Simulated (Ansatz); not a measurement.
A geometry of MoS$_{2}$ away from equilibrium: step 3 of the relaxation of a relaxed MoS2 cell stretched uniformly to 115 % of its volume. Level of theory: r2SCAN (plane waves to 500 eV, PAW, scalar-relativistic; Ansatz, a program for electronic structure). Γ-centred k-mesh 8×8×2 on the run's cell (coarser than for final values), Fermi–Dirac smearing 0.05 eV. The plane waves were selected for a different cell earlier on the path.

```xyz
6
Lattice="3.1443 0.0000 0.0000 -1.5721 2.7230 0.0000 0.0000 0.0000 13.1714" Properties=species:S:1:pos:R:3 pbc="T T T"
Mo     0.0000     1.8154     3.2929
Mo     1.5721     0.9077     9.8786
S      0.0000     1.8154     8.2857
S      1.5721     0.9077     1.7000
S      1.5721     0.9077     4.8857
S      0.0000     1.8154    11.4714
```

Q: Give the Cartesian forces on all atoms (eV/Å).

A: 
```
atom    Fx    Fy     Fz
----  ----  ----  -----
Mo1   0.00  0.00   0.00
Mo2   0.00  0.00   0.00
S3    0.00  0.00   0.52
S4    0.00  0.00   0.52
S5    0.00  0.00  -0.52
S6    0.00  0.00  -0.52
```

The path ends in P6₃/mmc (No. 194) (AFLOW prototype AB2_hP6_194_c_f (C7, as in MoS2)). No spin polarisation in the result. Without a van der Waals term the distances between weakly bound units are poorly fixed.

The run could not lose the symmetry of its start.

Without dispersion the volume is uncertain too.
